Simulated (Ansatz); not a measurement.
TaSi$_{2}$:
Space group P6₄22 (No. 181); a = b = 4.7814 Å, c = 6.5553 Å, α = β = 90.00°, γ = 120.00°

```json
[
 {"atom": "Ta", "site": "3c", "symmetry": "222", "x": "0.5000", "y": "0.0000", "z": "0.0000"},
 {"atom": "Si", "site": "6i", "symmetry": "..2", "x": "0.1582", "y": "0.3164", "z": "0.0000"}
]
```

Relaxed with r²SCAN.

Task: Which orbitals make up the states near the Fermi level in r²SCAN (plane waves, PAW; program Ansatz)?

Result: Within 0.5 eV of the Fermi level: Ta 5d 68 %, Si 3p 23 %, outside the projected shells 5 %. Projections are on Löwdin-orthogonalised atomic valence shells; empty p or d shells of many metals are not among them.

Task: Tabulate the density of states.

Result: States/eV per cell of 9 atoms, in 0.25 eV bins, energy from the Fermi level.

```
E (eV)  total  Ta 5d  Si 3p  Si 3s
------  -----  -----  -----  -----
-7.85    1.45   0.30   0.45   0.59
-7.60    2.88   0.56   0.91   1.19
-7.35    2.43   0.51   0.78   0.95
-7.10    1.85   0.41   0.62   0.67
-6.85    1.54   0.33   0.66   0.41
-6.60    1.62   0.35   0.81   0.32
-6.35    2.40   0.52   1.37   0.29
-6.10    3.97   0.90   2.40   0.38
-5.85    2.72   0.68   1.48   0.38
-5.60    4.60   1.07   2.78   0.45
-5.35    2.10   0.52   1.13   0.29
-5.10    3.16   0.82   1.73   0.36
-4.85    3.33   0.93   1.81   0.33
-4.60    3.50   1.04   1.80   0.36
-4.35    2.71   0.82   1.35   0.32
-4.10    3.04   0.95   1.51   0.36
-3.85    3.44   1.08   1.71   0.45
-3.60    3.87   1.29   1.89   0.46
-3.35    4.32   1.61   2.08   0.40
-3.10    6.12   2.47   2.90   0.42
-2.85    8.01   3.41   3.92   0.34
-2.60    8.68   3.94   4.10   0.29
-2.35   11.26   5.83   4.75   0.27
-2.10    7.37   3.91   2.98   0.18
-1.85    5.11   2.73   1.91   0.23
-1.60    3.71   2.18   1.20   0.17
-1.35    3.30   2.07   0.95   0.14
-1.10    2.41   1.56   0.65   0.10
-0.85    1.82   1.20   0.48   0.07
-0.60    1.57   1.04   0.40   0.06
-0.35    1.88   1.26   0.46   0.06
-0.10    2.96   2.02   0.71   0.08
0.15     2.90   1.99   0.62   0.10
0.40     1.79   1.25   0.35   0.07
0.65     1.82   1.28   0.33   0.07
0.90     2.00   1.37   0.34   0.12
1.15     2.20   1.40   0.40   0.20
1.40     3.17   1.36   0.97   0.56
1.65     2.72   1.09   0.83   0.53
1.90     3.84   1.55   1.23   0.53
2.15     4.79   2.03   1.55   0.62
2.40     5.87   2.81   1.61   0.66
2.65     5.35   2.41   1.45   0.54
2.90     6.61   2.83   1.71   0.79
3.15     6.15   2.50   1.58   0.74
3.40     5.74   2.16   1.52   0.60
3.65     5.36   2.14   1.38   0.59
3.90     6.72   2.82   1.75   0.69
4.15     7.16   3.13   1.73   0.84
4.40     7.05   3.11   1.61   0.91
4.65     5.97   2.48   1.45   0.81
4.90     6.22   2.35   1.80   0.76
```

Space group P6_422. The workflow started from a Materials Project entry (that database holds measured and hypothetical structures alike); the Crystallography Open Database files this formula in space group No. 181, but the cells were not matched. Its standing as an ambient phase is unchecked. The cell was relaxed with r²SCAN under the symmetry of its start; its stability against distortions is not shown here. No spin polarisation was allowed. Scalar-relativistic: spin–orbit coupling is off unless named, which matters more the heavier the elements.

Potentials: the earlier of the program's two PAW sets.
